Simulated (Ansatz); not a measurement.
A structure of PbSe relaxed with PBEsol (plane waves to 420 eV, PAW, scalar-relativistic; Ansatz, a program for electronic structure); single points at other levels follow on the same geometry (Ansatz, PAW; HSE06 at 420 eV on a 6×6×6 k-mesh; no spin-orbit coupling). Space group Fm-3m (No. 225).

```
CELL_PARAMETERS angstrom
      0.00000     3.05099     3.05099
      3.05099     0.00000     3.05099
      3.05099     3.05099     0.00000
ATOMIC_POSITIONS crystal
  Pb 0.00000 0.00000 0.00000
  Se 0.50000 0.50000 0.50000
```

```json
[
 {"level": "PBEsol", "gap (eV)": "0.17", "kind": "direct", "conduction minimum": "L"},
 {"level": "HSE06", "gap (eV)": "[?]", "kind": "–", "conduction minimum": "[?]"}
]
```

### Question
Some entries are withheld; supply them.

### Answer

- HSE06, gap (eV): 0.66
- HSE06, conduction minimum: L

HSE06 gaps come from a coarse mesh plus a few chosen points, so they may be too large. No spin polarisation in the result.

The run could not lose the symmetry of its start.
